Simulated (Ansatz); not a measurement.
Relaxed candidate structures of Te2Mo:

A. P3₁21 (No. 152), hP9; a = b = 7.0637 Å, c = 7.5263 Å, α = β = 90.00°, γ = 120.00°; Mo 3b (0.559, 0.559, 0.500); Te 6c (0.680, 0.056, 0.106)

B. P4mm (No. 99), tP6; a = b = 3.945 Å, c = 10.183 Å, α = β = γ = 90.00°; Mo 2c (0.000, 0.500, 0.310); Te 1a (0.000, 0.000, 0.726); Te 2c (0.000, 0.500, 0.044); Te 1b (0.500, 0.500, 0.506)

C. P-3m1 (No. 164), hP6; a = b = 3.2891 Å, c = 15.0094 Å, α = β = 90.00°, γ = 120.00°; Te 2d (0.333, 0.667, 0.414); Mo 2d (0.333, 0.667, 0.062); Te 2d (0.667, 0.333, 0.195)

D. P6₃/mmc (No. 194), hP6, AFLOW prototype AB2_hP6_194_c_f (C7, as in MoS2); a = 3.494 Å, b = 3.494 Å, c = 14.016 Å, α = 90.00°, β = 90.00°, γ = 120.00°; Mo 2d (0.667, 0.333, 0.250); Te 4f (0.333, 0.667, 0.121)

Task: Order them by energy per atom (lowest first) at the level PBEsol (plane waves to 420 eV, PAW, scalar-relativistic; Ansatz, a program for electronic structure).

Result: D (reference, the lowest of the structures calculated here), C (+0.53 eV/atom), A (+0.84 eV/atom), B (+0.87 eV/atom)

Task: Give each candidate's band gap.

Result: No gap: A, B, C. D: 0.73 eV (no spin-orbit coupling).

Probably no minimum, since a slightly shaken restart fell lower: P3₁21, hP9 (by 0.32 eV/atom, to C2). 1 run with a doubtful electronic state, a coarser numerical grid, an end not at rest or a source that can't be used is left out. 2 generated cells of layers, chains or molecules, poorly bound without dispersion, are left out. Each run could gain symmetry but not lose that of its start, so entries can be saddle points. From databases, or of a type measured for this composition: P6₃/mmc, hP6, AFLOW prototype AB2_hP6_194_c_f (C7, as in MoS2); the others are generated cells (placed on structure types, drawn at random, substituted or restacked) that were not matched to a known phase here. Static energies at zero pressure. The runs use different k-meshes, so differences are rounded accordingly. No spin polarisation in the result. A magnetic state may lie lower. Without a van der Waals term the distances between weakly bound units are poorly fixed. Without spin-orbit coupling the bands of the heavy element are not split, so the gap can be far off.
